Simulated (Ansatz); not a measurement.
An Ansatz input:

```yaml
crystal:
  lattice:
    - [2.5917708135, 0.0, 0.0]
    - [-1.2958854068, 2.2445393653, 0.0]
    - [0.0, 0.0, 4.2643692175]
  atoms:
    - { symbol: Ni, position: [0.3333333333, 0.6666666667, 0.25], spin: 0.657 }
    - { symbol: Ni, position: [0.6666666667, 0.3333333333, 0.75], spin: 0.657 }
hamiltonian:
  xc: blyp
  pseudopotentials:
    kind: paw
    azcp:
      Ni: "pseudopotentials/Ni.paw.azcp"
basis:
  ecutwfc: 420
  fft_grid_basis: typed
kpoints:
  mp_grid: { grid: [16, 16, 9], shift: [0, 0, 0] }
magnetization:
  spin_polarized: true
scf:
  occupations: { method: fermi_dirac, width: 0.05 }
  lower_state_search: "off"
output:
  stress: true
```

Terminal output

```
Engine: ansatz 0.2.0, x86_64-unknown-linux-gnu
Pseudopotentials: kind: paw
Pseudopotential: Ni, paw, valence charge 18, recommended cutoff 420 eV (normal) 
Functional definition: BLYP
  parameter beta = 0.0042
  parameter a = 0.04918
  parameter b = 0.132
  parameter c = 0.2533
  parameter d = 0.349
  exchange = b88_x(beta = beta)
  correlation = lyp_c(a = a, b = b, c = c, d = d)
Crystal: 2 atoms, lattice volume = 24.807 Å³
Basis set: ecut = 420 eV, 501 PW (Γ), exchange–correlation on 36×36×60 points (8 copies of the dense FFT grid, shifted against one another)
Bands: 23, of which v1, the nominal top of the filled ones, is band 18 counted from 1 (17 counted from 0)
Symmetry: 24 space group operations
Space group: P63/mmc (ITA 194), of the structure as read, at distance tolerance 2.9e-5 Å
Magnetic group: BNS 194.263 (UNI 1493), of the structure as read, at distance tolerance 2.9e-5 Å
k-points: 150 of 2304
Non-local potential: Ni, projectors of the file, l = 0: 3, l = 1: 2, l = 2: 3, l = 3: 1
PAW form: soft (Blöchl's): semilocal exchange-correlation on the pseudo side does not see the compensation charge
PAW frozen core: Ni, regenerated for the run's functional, and the local potential with it (the file was generated under x = pbe(κ = 0.804, μ = 0.2195149727645171), c = pbe(β = 0.06672455060314922))
PAW one-centre angular grid: Ni, 590 points (default); XC on 64 Gauss nodes
Initial density: superposition of atomic densities (chi_scale 0.1, normalization cell)
Starting moments: Σ|m| = 1.314 μB on 2 of 2 sites
Initial wavefunctions: pseudopotential atomic-orbital guess
Functional: x = b88, c = lyp
SCF iter   1: F=—  HF=-11696.602542 eV  |F-HF|=—  |Δ(HF+E_count)|=         —  Δρ=5.15e-2 (↑5.15e-2 ↓4.30e-2)  dr2=1.32e0  dr2_m=9.67e-3  M=1.114 μB ∫|m|=1.187 μB  β_m=0.30  ethr=3.10e-3  ⟨swp⟩=5.3  Hψ=25719  notcnv=0
SCF iter   2: F=—  HF=-11696.475133 eV  |F-HF|=—  |Δ(HF+E_count)|=   1.27e-1  Δρ=1.83e-2 (↑1.83e-2 ↓6.51e-3)  dr2=9.23e-2  dr2_m=1.77e-2  M=1.181 μB ∫|m|=1.269 μB  β_m=1.00  ethr=3.10e-3  ⟨swp⟩=3.0  Hψ=13307  notcnv=0  defer=87
SCF iter   3: F=—  HF=-11696.457571 eV  |F-HF|=—  |Δ(HF+E_count)|=   1.76e-2  Δρ=1.02e-2 (↑1.02e-2 ↓4.69e-3)  dr2=4.29e-2  dr2_m=2.52e-3  M=1.184 μB ∫|m|=1.321 μB  β_m=1.00  ethr=2.56e-4  ⟨swp⟩=2.0  Hψ=7991  notcnv=0  defer=87
SCF iter   4: F=—  HF=-11696.435418 eV  |F-HF|=—  |Δ(HF+E_count)|=   2.22e-2  Δρ=5.49e-3 (↑9.96e-4 ↓5.49e-3)  dr2=3.09e-3  dr2_m=2.07e-3  M=1.215 μB ∫|m|=1.362 μB  β_m=1.00  ethr=1.19e-4  ⟨swp⟩=2.3  Hψ=9331  notcnv=0  defer=87
SCF iter   5: F=—  HF=-11696.440382 eV  |F-HF|=—  |Δ(HF+E_count)|=   4.96e-3  Δρ=3.31e-3 (↑6.21e-4 ↓3.31e-3)  dr2=1.78e-3  dr2_m=5.03e-4  M=1.230 μB ∫|m|=1.383 μB  β_m=1.00  ethr=8.58e-6  ⟨swp⟩=2.0  Hψ=9540  notcnv=0  defer=87
SCF iter   6: F=—  HF=-11696.444921 eV  |F-HF|=—  |Δ(HF+E_count)|=   4.54e-3  Δρ=2.16e-3 (↑3.58e-4 ↓2.16e-3)  dr2=5.46e-4  dr2_m=3.22e-4  M=1.243 μB ∫|m|=1.399 μB  β_m=0.30  ethr=4.94e-6  ⟨swp⟩=2.2  Hψ=11082  notcnv=0  defer=87
Mixer restart at iter 6: flushing history
spin-set hold released at iteration 6 (site moments contracting): the magnetisation degrees of freedom join the quasi-Newton model from the next iteration; the mixer history was flushed
SCF iter   7: F=—  HF=-11696.447922 eV  |F-HF|=—  |Δ(HF+E_count)|=   3.00e-3  Δρ=1.86e-3 (↑1.44e-3 ↓1.86e-3)  dr2=3.40e-5  dr2_m=6.14e-4  M=1.252 μB ∫|m|=1.410 μB  β_m=0.64  ethr=1.52e-6  ⟨swp⟩=2.0  Hψ=8595  notcnv=0  defer=87
SCF iter   8: F=—  HF=-11696.453572 eV  |F-HF|=—  |Δ(HF+E_count)|=   5.65e-3  Δρ=7.66e-3 (↑1.48e-3 ↓7.66e-3)  dr2=1.08e-2  dr2_m=2.50e-3  M=1.304 μB ∫|m|=1.469 μB  β_m=0.65  ethr=9.45e-8  ⟨swp⟩=3.2  Hψ=18050  notcnv=0  defer=87
SCF iter   9: F=—  HF=-11696.452198 eV  |F-HF|=—  |Δ(HF+E_count)|=   1.37e-3  Δρ=3.83e-3 (↑3.83e-3 ↓1.90e-3)  dr2=4.50e-3  dr2_m=2.27e-4  M=1.309 μB ∫|m|=1.482 μB  β_m=0.64  ethr=9.45e-8  ⟨swp⟩=3.2  Hψ=19444  notcnv=0  defer=85
SCF iter  10: F=—  HF=-11696.451930 eV  |F-HF|=—  |Δ(HF+E_count)|=   2.68e-4  Δρ=1.43e-3 (↑1.43e-3 ↓8.10e-4)  dr2=6.87e-4  dr2_m=2.32e-5  M=1.317 μB ∫|m|=1.490 μB  β_m=0.82  ethr=9.45e-8  ⟨swp⟩=2.4  Hψ=13419  notcnv=0  defer=83
SCF iter  11: F=—  HF=-11696.451861 eV  |F-HF|=—  |Δ(HF+E_count)|=   6.85e-5  Δρ=2.19e-4 (↑2.19e-4 ↓1.39e-4)  dr2=1.69e-5  dr2_m=5.98e-7  M=1.321 μB ∫|m|=1.495 μB  β_m=0.71  ethr=9.45e-8  ⟨swp⟩=2.0  Hψ=12280  notcnv=0  defer=83
SCF iter  12: F=—  HF=-11696.451860 eV  |F-HF|=—  |Δ(HF+E_count)|=   1.27e-6  Δρ=2.02e-5 (↑2.02e-5 ↓1.09e-5)  dr2=1.20e-7  dr2_m=7.15e-9  M=1.321 μB ∫|m|=1.495 μB  β_m=0.68  ethr=4.70e-8  ⟨swp⟩=2.5  Hψ=10483  notcnv=0  defer=82
SCF iter  13: F=-11696.451860 eV  HF=-11696.451860 eV  |F-HF|=2.69e-9  |Δ(HF+E_count)|=   3.80e-9  Δρ=3.96e-6 (↑3.15e-6 ↓3.96e-6)  dr2=4.17e-9  dr2_m=7.85e-10  M=1.321 μB ∫|m|=1.495 μB  ethr=2.78e-10  ⟨swp⟩=4.1  Hψ=23843  notcnv=0
SCF 1 converged in 13 iterations: F = -11696.451860 eV  dr2 = 4.17e-9
SCF converged after 13 iterations
Magnetization: 1.3215 μB (18.6607 up, 17.3393 down)
Absolute magnetization: 1.4966 μB (∫|ρ↑−ρ↓|, with the PAW one-centre terms)
Spin contamination: 0.0151 ħ² per cell (⟨S²⟩ above its minimum at these occupations)
Per-site moments (μB) at R_I (Å): [(0.6976310649918211, 1.0691054605739752), (0.6976310649918216, 1.0691054605739752)]
Free energy (F): -11696.451860 eV
Harris-Foulkes:  -11696.451860 eV  (|F-HF|=2.69e-9)
Internal energy: -11696.409292 eV  (E = F + TS)
E sigma→0 (E₀):  -11696.430576 eV
Entropy (-TS):   -0.042568 eV (-21.284 meV/atom)
Fermi energy:    15.813210 eV
--- Per-component energies (eV) ---
  E_band       = -641.335711
  E_kinetic    = 562.730634
  E_local      = -7305.694351  (includes V_loc(G=0)·N_el)
  E_nonlocal   = 1265.874232
  E_hartree    = 3051.038145
  E_xc         = -164.370309
  E_vxc        = -211.370148  (∫ρ·V_xc dr)
  E_paw        = -3284.950560  (= ΣΔE_a)
  E_vpaw       = -1054.946245  (= ΣTr[D̂ρ^β])
  E_aug_tail   = 0.000882  (compensation charges beyond the density's cutoff)
  E_ewald      = -5821.045639
  E_core_change = 0.007674  (= ΣΔE_core)
  E_smearing   = -0.042568  (= −TS)
  E_closure    = -0.000000  (closes the sum)
  Σ components = -11696.451860   (vs F -11696.451860, Δ=0.00e0)
--- Stress (GPa, compression-positive) ---
      -10.689614      -0.000000      -0.000000
       -0.000000     -10.689614      -0.000000
       -0.000000      -0.000000     -10.511874
  P = ⅓ Tr σ = -10.6304 GPa (-106.304 kbar)
```

Launched by

```sh
ansatz run input.yaml --threads 2 --pin off --max-ram 5120MiB --backend cpu --events-out ev --progress --plain --runs-dir out
```

On 2 threads of Intel(R) Xeon(R) Platinum 8488C (Sapphire Rapids) (shared host) this took about 7.1 s of wall time and 13 s of CPU time.
